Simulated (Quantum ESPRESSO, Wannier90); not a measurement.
**SnS (Cmcm), plane waves to Wannier functions**

```
begin unit_cell_cart
ang
    0.0000000000    0.0000000000    4.0903200000
   -4.0904400000    0.0000000000    0.0000000000
    2.0452200000   -5.8981200000    0.0000000000
end unit_cell_cart
begin atoms_frac
Sn   0.2500000000 -0.1282200000 -0.2564400000
Sn  -0.2500000000  0.1282200000  0.2564400000
S    0.2500000000 -0.3461300000  0.3077400000
S   -0.2500000000  0.3461300000 -0.3077400000
end atoms_frac
```

Structure: Materials Project mp-559676, symmetrised, not relaxed again. COD (Crystallography Open Database) has the formula in 3 space groups, this one among them (matched by group alone). Level: PBEsol, spinors with spin-orbit coupling; pw.x of Quantum ESPRESSO at 58 Ry with PseudoDojo potentials, 6×6×6 k-points, Wannier90. Density: 8×8×8 mesh, Gaussian smearing 0.01 Ry. With spin-orbit coupling a semilocal functional can close or falsely invert a small gap; the band order was not checked against a better method. The gap is small at this level and was sampled on the meshes and a path alone.

A tight-binding model is made by disentanglement and projection with no localisation steps (num_iter = 0), so the 32 orbitals stay atom-like: hydrogen-like Sn: s;p; S: s;p, axes along x, y, z; frozen window up to 4.88 eV relative to the valence-band maximum. It follows pw.x to 8.1 meV rms for states up to 1.3 eV relative to the valence-band maximum. Matrix elements depend on this choice of orbitals and windows.

The 20 largest hoppings ⟨m,0|H|n,R⟩ between different sites (one of each Hermitian pair; signs follow the real orbitals' lobes; the list may end inside a set of equal values):

```
m              n      R  distance of the centres (Å)  t (eV)  Im t (eV)
-------  -------  -----  ---------------------------  ------  ---------
S3 py↑   Sn1 py↑  0 0 1                         2.95   2.424      0.000
Sn2 py↓   S4 py↓  0 0 1                         2.95   2.424      0.000
S3 py↓   Sn1 py↓  0 0 1                         2.95   2.424      0.000
Sn2 py↑   S4 py↑  0 0 1                         2.95   2.424      0.000
S3 py↓    Sn1 s↓  0 0 1                         2.62   1.959      0.000
Sn2 s↑    S4 py↑  0 0 1                         2.62  -1.959      0.000
S3 py↑    Sn1 s↑  0 0 1                         2.62   1.959      0.000
Sn2 s↓    S4 py↓  0 0 1                         2.62  -1.959      0.000
Sn2 py↓    S4 s↓  0 0 1                         2.87   1.837      0.000
S3 s↑    Sn1 py↑  0 0 1                         2.87  -1.837      0.000
Sn2 py↑    S4 s↑  0 0 1                         2.87   1.837      0.000
S3 s↓    Sn1 py↓  0 0 1                         2.87  -1.837      0.000
S4 px↑   Sn1 pz↑  0 1 0                         2.90  -1.153     -0.001
Sn1 pz↑   S4 px↑  1 0 0                         2.92  -1.153     -0.001
Sn2 pz↑   S3 px↑  0 1 0                         2.91  -1.153      0.001
Sn2 pz↓   S3 px↓  0 1 0                         2.92  -1.153     -0.001
S4 px↓   Sn1 pz↓  0 1 0                         2.90  -1.153      0.001
Sn1 pz↓   S4 px↓  1 0 0                         2.92  -1.153      0.001
S3 px↑   Sn2 pz↑  1 0 0                         2.90  -1.153      0.001
S3 px↓   Sn2 pz↓  1 0 0                         2.90  -1.153     -0.001
```
